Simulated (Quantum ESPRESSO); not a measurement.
## Ag2Hf3ZnTiMo (different elements on one site, starting from this cell)

Computed values, not a measurement. The program is pw.x of Quantum ESPRESSO 7.5 (plane-wave density functional theory). The cell is made up: eight metal atoms on a hexagonal close-packed lattice, with elements, volume, strain and displacements drawn at random and not relaxed, so it may be unstable or far from any real phase. PseudoDojo standard norm-conserving files set the functional (PBE unless stated); there is no spin polarisation or spin-orbit coupling, the Fermi-Dirac width of 0.25 eV means electrons at about 2900 K, and the masses in the input are unused placeholders. Heavy elements are run without spin-orbit coupling, which real alloys of them have. A spin test at this wide smearing found no moment, but such smearing suppresses magnetism that the real alloy may have.

The runs put different elements on site 6. Cell, positions, cutoff, mesh and smearing stay as in the input of run 1; sites are counted in its order. Stress in the tables is positive in tension.

Input of run 1:

```
&control calculation='scf', pseudo_dir='./dojo.nc.sr.pbe.v0_5.standard.upf', outdir='./o', disk_io='minimal', tprnfor=.true., tstress=.true. /
&system ibrav=0, nat=8, ntyp=5, nbnd=74, ecutwfc=84.00895049, nosym=.true., tot_charge=0,
 occupations='smearing', smearing='fd', degauss=0.0183746611
/
&electrons conv_thr=1.470e-08, electron_maxstep=70, mixing_beta=0.5 /
ATOMIC_SPECIES
Ag 1.0 Ag.upf
Hf 1.0 Hf.upf
Mo 1.0 Mo.upf
Ti 1.0 Ti.upf
Zn 1.0 Zn.upf
CELL_PARAMETERS angstrom
3.0808 0.0 0.0
1.5404 -2.668 -4.9816
1.5404 8.004 -4.9816
ATOMIC_POSITIONS angstrom
Ag -0.0092 -0.1053 -0.0109
Hf 1.5794 2.5697 -4.9758
Zn 1.5848 -0.8309 -2.4009
Ag 3.1339 1.8291 -7.5707
Ti 3.03 5.3336 -5.0292
Mo 3.0905 -0.0636 -5.0868
Hf 3.0823 1.8852 -2.5229
Hf 4.6018 4.5122 -7.4741
K_POINTS automatic
8 4 3 1 1 1
```

| run | elements on sites 1 to 8 | -TS (eV) | pressure (GPa) | stress xx (GPa) | stress yy (GPa) | stress zz (GPa) | stress yz (GPa) | stress xz (GPa) | stress xy (GPa) | iterations |
| --- | --- | --- | --- | --- | --- | --- | --- | --- | --- | --- |
| 1 | Ag Hf Zn Ag Ti Mo Hf Hf | -1.760 | -7.04 | 6.40 | 8.36 | 6.35 | 1.46 | -0.24 | -0.03 | 18 |
| 2 | Ag Hf Zn Ag Ti In Hf Hf | -1.444 | -1.75 | 0.37 | 4.34 | 0.54 | -0.76 | -0.25 | 0.02 | 17 |
| 3 | Ag Hf Zn Ag Ti Ag Hf Hf | -1.489 | -4.53 | 3.19 | 6.56 | 3.84 | -0.85 | -0.26 | -0.03 | 18 |
| 4 | Ag Hf Zn Ag Ti Hf Hf Hf | -1.659 | -2.28 | 1.00 | 4.04 | 1.81 | 0.60 | -0.18 | 0.08 | 19 |
| 5 | Ag Hf Zn Ag Ti Au Hf Hf | -1.478 | -5.14 | 3.06 | 7.57 | 4.79 | -0.41 | -0.27 | -0.03 | 18 |

Forces Fx Fy Fz (eV/Å):

| site | run 1 | run 2 | run 3 | run 4 | run 5 |
| --- | --- | --- | --- | --- | --- |
| 1 | -0.01 0.29 -0.18 | -0.02 0.00 -0.17 | -0.02 0.13 -0.20 | -0.01 0.08 -0.21 | -0.02 0.13 -0.17 |
| 2 | -0.14 -0.21 -1.35 | -0.18 0.62 -0.63 | -0.17 0.19 -0.68 | -0.16 0.71 -1.13 | -0.17 -0.15 -0.72 |
| 3 | -0.08 -0.17 -0.33 | -0.07 -0.16 0.06 | -0.08 -0.08 -0.10 | -0.08 -0.17 -0.06 | -0.07 -0.10 -0.17 |
| 4 | -0.14 0.02 0.10 | -0.14 0.22 -0.18 | -0.13 0.05 -0.02 | -0.14 0.13 0.03 | -0.13 0.12 -0.11 |
| 5 | 0.20 -0.19 -0.02 | 0.20 -0.27 -0.05 | 0.20 -0.21 -0.08 | 0.18 -0.26 -0.02 | 0.20 -0.20 -0.08 |
| 6 | 0.02 0.22 0.69 | 0.01 -0.19 1.06 | 0.01 -0.11 0.57 | 0.05 -0.52 1.43 | 0.00 0.17 0.28 |
| 7 | 0.13 -0.49 0.94 | 0.16 -0.52 -0.45 | 0.15 -0.31 0.20 | 0.12 -0.54 -0.20 | 0.15 -0.27 0.63 |
| 8 | 0.02 0.53 0.15 | 0.04 0.31 0.36 | 0.03 0.34 0.31 | 0.02 0.56 0.17 | 0.03 0.32 0.34 |

Energies are left out, as each element's file has its own zero. A rerun of one cell of this series at a higher cutoff and on a denser mesh moved values by no more than 0.004 eV in energy, 0.06 GPa in stress and 0.005 eV/Å in force, and a second program with other atomic files agreed on that cell to 2 % rms in force and 0.5 GPa in pressure.